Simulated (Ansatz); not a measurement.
**Pd (Fm-3m): from strained cells to moduli**

```
Pd
1.0
     0.00000    1.95481    1.95481
     1.95481    0.00000    1.95481
     1.95481    1.95481    0.00000
Pd
1
Direct
  0.00000 0.00000 0.00000
```

Level of theory, where no other is named: r²SCAN, PAW on Ansatz 0.2.0's default frozen-core files (fitted under PBE), scalar-relativistic. k mesh 26×26×26, strains of ±0.005, Fermi-Dirac smearing of 0.080 eV, cutoff 500 eV. The cell was relaxed by PAW under this functional.

The cell is cubic and carries a residual pressure of -0.03 GPa at this level. Each strain component that symmetry leaves independent is applied at ±0.005 and ±0.01, the ions relax wherever a strain frees them, and the stress (tension positive, GPa) is read. Shears are engineering strains, γ = 2ε.

```
strain    size      σxx      σyy      σzz      σyz     σxz     σxy
    xx   -0.01  -2.1837  -1.7151  -1.7151   0.0000  0.0000  0.0000
    xx  -0.005  -1.0584  -0.8246  -0.8246   0.0000  0.0000  0.0000
    xx  +0.005   1.0878   0.8559   0.8559   0.0000  0.0000  0.0000
    xx   +0.01   2.1093   1.6487   1.6487   0.0000  0.0000  0.0000
    yz   -0.01   0.0379   0.0007   0.0007  -0.7002  0.0000  0.0000
    yz  -0.005   0.0335   0.0241   0.0241  -0.3496  0.0000  0.0000
    yz  +0.005   0.0335   0.0241   0.0241   0.3496  0.0000  0.0000
    yz   +0.01   0.0379   0.0007   0.0007   0.7002  0.0000  0.0000
```

The slope is [8(σ(+δ) − σ(−δ)) − (σ(+2δ) − σ(−2δ))]/(12δ), and the program imposes the crystal's symmetry on the matrix.

Question: What are the independent elastic constants?

Answer: C11 = 214.6, C12 = 168.0, C44 = 69.9 GPa.

Question: Do they meet the Born conditions?

Answer: C11 − C12 = 46.6, C11 + 2C12 = 550.6 and C44 = 69.9 GPa must all be positive, so the crystal is elastically stable; that says nothing yet of its phonons.

Question: What moduli does a random aggregate of grains have?

Answer: B = (C11 + 2C12)/3 = 183.5 GPa. G_V = (C11 − C12 + 3C44)/5 = 51.3 and G_R = 5(C11 − C12)C44/(4C44 + 3(C11 − C12)) = 38.8, so G_H = 45.0 GPa. Then E = 9BG/(3B + G) = 124.9 GPa, ν = (3B − 2G)/(6B + 2G) = 0.387 and B/G = 4.07, on the ductile side of Pugh's 1.75 (a rule of thumb).

Question: With the density of 11.829 g/cm³, how fast does sound travel, and what Debye temperature follows?

Answer: 

```tsv
direction	slow (m/s)	middle (m/s)	fast (m/s)
[100]	2431	2431	4260
[110]	1404	2431	4699
[111]	1812	1812	4837
```

The mean of v⁻³ over directions and branches gives v_m = 2172 m/s and θ_D = (ħ/k_B) v_m (6π²n)^(1/3) = 263 K, n being atoms per volume. Young's modulus spans 67 to 186 GPa over directions, and the universal anisotropy index is 1.60.

Question: What happens at 30 GPa (cell relaxed there)?

Answer: The volume falls to 0.8886 of its value, and C11 = 389.1, C12 = 309.7, C44 = 122.1 GPa (slopes of the stress), in this structure whether or not another phase takes over.

Keep in mind: frozen-core PAW files fitted under PBE, their cores solved anew for the functional of the run; responses of metals move with mesh and smearing.
